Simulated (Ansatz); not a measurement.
Polymorphs of P₂W, each relaxed with plane-wave PAW LDA (Ansatz code):

A: C2/m
a = 8.417 Å, b = 3.134 Å, c = 7.411 Å, α = γ = 90.00°, β = 119.23°

```
atom  site  symmetry       x       y       z
----  ----  --------  ------  ------  ------
P       4i         m  0.1386  0.0000  0.0249
P       4i         m  0.3988  0.0000  0.6005
W       4i         m  0.1577  0.0000  0.7061
```

B: Cmc2_1
a = 3.132 Å, b = 11.082 Å, c = 4.933 Å, α = β = γ = 90.00°

```csv
atom,site,symmetry,x,y,z
P,4a,m..,0.0000,0.0700,0.8826
P,4a,m..,0.0000,0.2029,0.2005
W,4a,m..,0.0000,0.5933,0.4999
```

Q: Order them by energy per atom at 0 K (lowest first) at the level LDA.

A: B (+0 meV/atom), A (+10 meV/atom)

Standing as an ambient phase not checked: A; B. All cells were relaxed under the symmetry of their starts (and spin orders); stability against distortions was not tested throughout. Named crystals with no word on spin ran without spin polarisation. Scalar-relativistic: spin–orbit coupling is off unless named, which matters more the heavier the elements.

Energies hold the estimated change up to a 700 eV cutoff; steps of a few meV lie near the error of the meshes.

Potentials: the earlier of the program's two PAW sets. The files were generated under PBE; for other functionals the program regenerates the frozen cores, and for LDA and PBEsol the local potential too.
